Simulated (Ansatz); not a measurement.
Values for one crystal, relaxed and computed with plane-wave PAW r²SCAN (Ansatz code); other levels are named.

Volume per atom: 37.76 Å³
Electronic character: metallic (no gap)
Zone-centre stability: no imaginary mode at Γ
Highest zone-centre frequency: 137 cm^-1
Young's modulus: 7.4 GPa
Mechanical stability: stable (all eigenvalues of C positive)
Density of states at the Fermi level: 0.48 states/eV per atom (mean over ±0.08 eV)

Q: Pick the material that matches.
A. Na, hcp (Mg type)
B. Hf, hcp (Mg type)
C. Be, hcp (Mg type)
D. Y, hcp (Mg type)

A: A, Na, hcp (Mg type)

Space group P6_3/mmc (hcp (Mg type)). The workflow started from a Materials Project entry (that database holds measured and hypothetical structures alike); the Crystallography Open Database files this formula in space group No. 194, but the cells were not matched. It is not the phase usual at ambient conditions (space group No. 229). The cell keeps a stress of up to 0.2 GPa. The cell was relaxed with r²SCAN under the symmetry of its start. As this level gives no gap, phonon frequencies hold no LO–TO term and depend on the k-mesh and smearing (Fermi–Dirac, 0.1 eV here).

Potentials: the earlier of the program's two PAW sets.
